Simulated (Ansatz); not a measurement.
Input:

MgTe:
Space group Fm-3m (No. 225); a = b = c = 5.8457 Å, α = β = γ = 90.00°

```json
[
 {"atom": "Mg", "site": "4b", "symmetry": "m-3m", "x": "0.5000", "y": "0.5000", "z": "0.5000"},
 {"atom": "Te", "site": "4a", "symmetry": "m-3m", "x": "0.0000", "y": "0.0000", "z": "0.0000"}
]
```
(The calculation used a cell of 2 atoms; values per cell refer to that cell.)

This is the LDA-relaxed structure.

All from LDA in the plane-wave PAW code Ansatz, unless another level is named. Give the highest zone-centre frequency (without LO–TO term).

161 cm^-1.

And the Hill bulk and shear moduli?

53.1 and 35.2 GPa.

Next, the elastic constants (relaxed ions, GPa)?

C11 = 106, C12 = 26.8, C44 = 32.7.

The cell is a constructed one: a structure type filled with these elements; the Crystallography Open Database copy checked does not list it. COD files the formula under space group No. 186, so this cell is another polymorph or a model. Its standing as an ambient phase is unchecked. Symmetry was held in the LDA relaxation; of distortions, only those at the zone centre were tested. Spin–orbit coupling is left out wherever it is not named.

Potentials: the later of the program's two PAW sets.
